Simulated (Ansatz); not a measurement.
Ti$_{2}$AlC:
```cif
data_C2Al2Ti4
_chemical_formula_sum 'Ti4 Al2 C2'
_space_group_name_H-M_alt 'P63/mmc'
_space_group_IT_number 194
_space_group_name_Hall '-P 6c 2c'
_cell_length_a 3.03739
_cell_length_b 3.03739
_cell_length_c 13.63066
_cell_angle_alpha 90.000
_cell_angle_beta 90.000
_cell_angle_gamma 120.000
loop_
_atom_site_label
_atom_site_type_symbol
_atom_site_symmetry_multiplicity
_atom_site_Wyckoff_symbol
_atom_site_fract_x
_atom_site_fract_y
_atom_site_fract_z
_atom_site_occupancy
Ti1 Ti 4 f 0.33333 0.66667 0.08335 1
Al1 Al 2 d 0.66667 0.33333 0.25000 1
C1 C 2 a 0.00000 0.00000 0.00000 1
```

Relaxed at zero pressure with PBEsol (plane waves, PAW; program Ansatz).

Problem. The volume is lowered by 6 % and shape and atoms relax at that volume. What pressure results, and how do the axes share the change?

Solution. 10.3 GPa; a -2.0 %, b -2.0 %, c -2.2 %; the energy rises by 25 meV/atom.

Problem. Give the new structure.

Solution. 
Space group P6₃/mmc (No. 194); a = 2.978 Å, b = 2.978 Å, c = 13.330 Å, α = 90.00°, β = 90.00°, γ = 120.00°

```tsv
atom	site	symmetry	x	y	z
Ti	4f	3m.	0.3333	0.6667	0.0852
Al	2d	-6m2	0.6667	0.3333	0.2500
C	2a	-3m.	0.0000	0.0000	0.0000
```

The phase is kept; no other phase was compared at this pressure.

Space group P6_3/mmc. The first step of the workflow began from a Materials Project structure, measured or hypothetical; the Crystallography Open Database copy checked does not list it. Whether it is the stable phase at ambient conditions was not checked. Symmetry was held in the PBEsol relaxation; its stability against distortions is not shown here. No spin polarisation was allowed.

Potentials: the earlier of the program's two PAW sets. The files were generated under PBE; for other functionals the program regenerates the frozen cores, and for LDA and PBEsol the local potential too.
